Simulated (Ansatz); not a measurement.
The end of the path is a generated cell of VSb: the first start was made by placing the elements on the sites of a structure type, and the end was not matched to a known phase here, so it may be hypothetical.

A geometry of VSb away from equilibrium: the start of the relaxation of a generated cell, VSb placed in the AFLOW prototype AB_hP8_186_ab_ab (B5, as in SiC). The numbers are results of PBEsol (plane waves to 420 eV, PAW, scalar-relativistic; Ansatz, an electronic-structure program), not measurements. Γ-centred k-mesh 10×10×3 on the run's cell (coarser than for final values), Fermi–Dirac smearing 0.05 eV.

```xyz
8
Lattice="3.9523 0.0000 0.0000 -1.9761 3.4228 0.0000 0.0000 0.0000 12.9387" Properties=species:S:1:pos:R:3 pbc="T T T"
Sb     0.0000     0.0000     0.0000
Sb     0.0000     0.0000     6.4694
Sb     1.9761     1.1409     9.7064
Sb     0.0000     2.2818     3.2370
V      0.0000     0.0000    10.5083
V      0.0000     0.0000     4.0389
V      1.9761     1.1409     7.2882
V      0.0000     2.2818     0.8189
```
Spin-polarised start, with parallel moments on V.

### Question
Give the Cartesian forces on all atoms (eV/Å).

### Answer
```csv
atom,Fx,Fy,Fz
Sb1,0.00,0.00,-0.14
Sb2,0.00,0.00,-0.14
Sb3,0.00,0.00,0.11
Sb4,0.00,0.00,0.11
V5,0.00,0.00,0.02
V6,0.00,0.00,0.02
V7,0.00,0.00,0.01
V8,0.00,0.00,0.01
```

### Question
What is the pressure?

### Answer
+24.8 GPa, compression positive.

No spin polarisation in the result: the starting moments vanished.

The run could not lose the symmetry of its start: the end is stationary, and may be a saddle point rather than a minimum.
